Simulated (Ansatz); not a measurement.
PbS:
```
PbS
1.0
    4.12334     0.00000     0.00000
   -2.06167     3.57092     0.00000
    0.00000     0.00000     7.33317
Pb S
2 2
Cartesian
  0.00000   0.00000   0.00000
  0.00000   0.00000   3.66658
  0.00000   2.38061   5.49988
  2.06167   1.19031   1.83329
```

Relaxed with r²SCAN.

Q: Map the electron localisation function on the plane through (0.000, 0.000, 0.000) spanned by u = [0, 0, 1] and v = [1, -1, 0] in lattice vectors, from r²SCAN in the plane-wave PAW code Ansatz.

A: x is the fraction of u, y of v (the angle between them is 90°; rows are the nearest grid lines); atoms in the plane: Pb at (0.00, 0.00), Pb at (0.50, 0.00), S at (0.75, 0.33), S at (0.25, 0.67).
```
y \ x   0.000  0.0811  0.189  0.270  0.351  0.459  0.541  0.649  0.730  0.811  0.919   1.00
------  -----  ------  -----  -----  -----  -----  -----  -----  -----  -----  -----  -----
1.00    0.014   0.233  0.215  0.059  0.391  0.011  0.011  0.391  0.059  0.215  0.233  0.014
0.917   0.234   0.431  0.140  0.102  0.269  0.316  0.317  0.303  0.055  0.137  0.439  0.234
0.833   0.343   0.213  0.611  0.737  0.353  0.287  0.345  0.103  0.042  0.054  0.293  0.343
0.778   0.125   0.311  0.862  0.871  0.783  0.147  0.121  0.040  0.031  0.033  0.086  0.125
0.694   0.111   0.696  0.605  0.074  0.843  0.385  0.033  0.014  0.016  0.015  0.016  0.111
0.611   0.089   0.655  0.765  0.467  0.851  0.322  0.031  0.028  0.043  0.037  0.020  0.089
0.528   0.043   0.294  0.808  0.834  0.722  0.094  0.043  0.380  0.625  0.552  0.086  0.043
0.472   0.043   0.086  0.552  0.625  0.380  0.043  0.094  0.722  0.834  0.808  0.294  0.043
0.389   0.089   0.020  0.037  0.043  0.028  0.031  0.322  0.851  0.467  0.765  0.655  0.089
0.306   0.111   0.016  0.015  0.016  0.014  0.033  0.385  0.843  0.074  0.605  0.696  0.111
0.222   0.125   0.086  0.033  0.031  0.040  0.121  0.147  0.783  0.871  0.862  0.311  0.125
0.167   0.343   0.293  0.054  0.042  0.103  0.345  0.287  0.353  0.737  0.611  0.213  0.343
0.0833  0.234   0.439  0.137  0.055  0.303  0.317  0.316  0.269  0.102  0.140  0.431  0.234
0.000   0.014   0.233  0.215  0.059  0.391  0.011  0.011  0.391  0.059  0.215  0.233  0.014
```

The density is the valence pseudo-density with augmentation charge, so density and ELF within about 1 Å of a nucleus are not all-electron values.

Space group P6_3/mmc (NiAs type). The workflow started from a Materials Project entry (that database holds measured and hypothetical structures alike); the Crystallography Open Database copy checked does not list it. It is not the phase usual at ambient conditions (space group No. 225). The cell was relaxed with r²SCAN under the symmetry of its start; whether a distortion lowers the energy is not shown. Scalar-relativistic: spin–orbit coupling is off unless named, which matters more the heavier the elements.

Potentials: the later of the program's two PAW sets.
